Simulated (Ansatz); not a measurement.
The relaxed structure here is a generated cell of NbRu: the first start was made by a random draw of sites in a space group, and the end was not matched to a known phase here, so it may be hypothetical.

A relaxed cell of NbRu (Pmm2 (No. 25)), relaxed on a k-mesh at least as fine as the one used below. Calculation: PBE (plane waves to 420 eV, PAW, scalar-relativistic; Ansatz, a program for electronic structure). Γ-centred k-mesh 11×5×5 on the run's cell (coarser than for final values), Fermi–Dirac smearing 0.05 eV.

```
CELL_PARAMETERS angstrom
      2.81964     0.00000     0.00000
      0.00000     7.35954     0.00000
      0.00000     0.00000     7.03696
ATOMIC_POSITIONS crystal
  Nb 0.50000 0.00000 0.59687
  Nb 0.00000 0.00000 0.25746
  Nb 0.50000 0.32097 0.03719
  Nb 0.50000 0.67903 0.03719
  Ru 0.50000 0.29346 0.40697
  Ru 0.50000 0.70654 0.40697
  Ru 0.50000 0.50000 0.71102
  Ru 0.50000 0.00000 0.93955
```

The atoms are displaced by (Å):

| atom | ux | uy | uz |
|---|---|---|---|
| Nb1 | 0.032 | 0.033 | -0.042 |
| Nb2 | -0.016 | -0.030 | 0.041 |
| Nb3 | 0.062 | -0.098 | 0.109 |
| Nb4 | -0.157 | -0.021 | 0.040 |
| Ru5 | -0.037 | 0.150 | -0.001 |
| Ru6 | -0.032 | 0.038 | 0.035 |
| Ru7 | 0.112 | -0.120 | 0.012 |
| Ru8 | 0.097 | -0.045 | -0.121 |

What forces (eV/Å) and pressure result?


```csv
atom,Fx,Fy,Fz
Nb1,-0.11,0.43,0.06
Nb2,0.12,0.12,-0.92
Nb3,0.30,0.60,-0.50
Nb4,-0.73,-0.08,-0.30
Ru5,-0.33,-0.38,-0.10
Ru6,0.03,-0.58,-0.10
Ru7,0.55,0.26,0.33
Ru8,0.16,-0.37,1.54
```

Pressure -0.2 GPa.

The undisplaced cell is probably no minimum: from this displacement the run went on to P-1 (No. 2), 0.71 eV/atom below it.

No spin polarisation in the result.
